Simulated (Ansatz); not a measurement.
CsReF6:
```
CsReF6
1.0
    4.01514     2.31814     2.68080
   -4.01514     2.31814     2.68080
    0.00000    -4.63629     2.68080
F Re Cs
6 1 1
Cartesian
 -2.72134   1.49142   3.78671
  0.06906  -3.10247   3.78671
  2.65228   1.61104   3.78671
  2.72134  -1.49142   4.25569
 -0.06906   3.10247   4.25569
 -2.65228  -1.61104   4.25569
  0.00000   0.00000   0.00000
  0.00000   0.00000   4.02120
```

Relaxed with PBEsol. Special points in fractions of this cell's reciprocal vectors: Γ (0.000, 0.000, 0.000); L (0.500, 0.000, 0.000); T (0.500, -0.500, 0.500); P0 (0.390, -0.610, 0.390); P2 (0.390, 0.390, 0.390); F (0.500, -0.500, 0.000).

Question: List the band energies nearest the Fermi level at these points for plane-wave PAW PBEsol with spin–orbit coupling (Ansatz code).

Answer: In eV from the Fermi level; about four levels below and three above (degenerate sets whole), none deeper than 8.9 eV; points with the same levels are listed once.

```json
[
 {"k": "Γ", "below": "-4.29 -4.29 -0.05 -0.05", "above": "0.02 0.02 0.56 0.56"},
 {"k": "L", "below": "-4.40 -4.40 -0.02 -0.02", "above": "0.04 0.04 0.58 0.58"},
 {"k": "T", "below": "-4.51 -4.51 -0.02 -0.02", "above": "0.04 0.04 0.58 0.58"},
 {"k": "P0", "below": "-4.50 -4.50 -0.02 -0.02", "above": "0.03 0.03 0.58 0.58"},
 {"k": "F", "below": "-4.50 -4.50 -0.07 -0.07", "above": "0.04 0.04 0.56 0.56"}
]
```

Space group R-3. The workflow started from an entry of the Crystallography Open Database (COD). Its standing as an ambient phase is unchecked. The cell was relaxed with PBEsol under the symmetry of its start; its stability against distortions is not shown here. The run is not spin-polarised.

Potentials: the later of the program's two PAW sets.
